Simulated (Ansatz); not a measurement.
Data:

YSiRu:
```
YSiRu
1.0
    6.99825     0.00000     0.00000
    0.00000     4.31914     0.00000
    0.00000     0.00000     7.08849
Y Si Ru
4 4 4
Direct
  0.01344   0.75000   0.18719
  0.98656   0.25000   0.81281
  0.48656   0.25000   0.68719
  0.51344   0.75000   0.31281
  0.30563   0.25000   0.10546
  0.69437   0.75000   0.89454
  0.19437   0.75000   0.60546
  0.80563   0.25000   0.39454
  0.65227   0.25000   0.06705
  0.34773   0.75000   0.93295
  0.84773   0.75000   0.56705
  0.15227   0.25000   0.43295
```

This is the r²SCAN-relaxed structure.

Task: All from plane-wave PAW r²SCAN (Ansatz code), unless another level is named. Predict the electronic character.

Result: metallic (no gap).

Task: Next, the formation energy from the elements (no fitted shifts)?

Result: -85 kJ/mol-atom.

Task: Predict the density of states at the Fermi level.

Result: 0.83 states/eV per atom (mean over ±0.08 eV).

Space group Pnma. The first step of the workflow began from a Materials Project structure, measured or hypothetical; the Crystallography Open Database copy checked does not list it. Whether it is the stable phase at ambient conditions was not checked. The cell was relaxed with r²SCAN under the symmetry of its start; whether a distortion lowers the energy is not shown. No spin polarisation was allowed. The references are the lowest solids computed at this level, not always the standard phases. Spin–orbit coupling is left out wherever it is not named.

Potentials: the earlier of the program's two PAW sets.
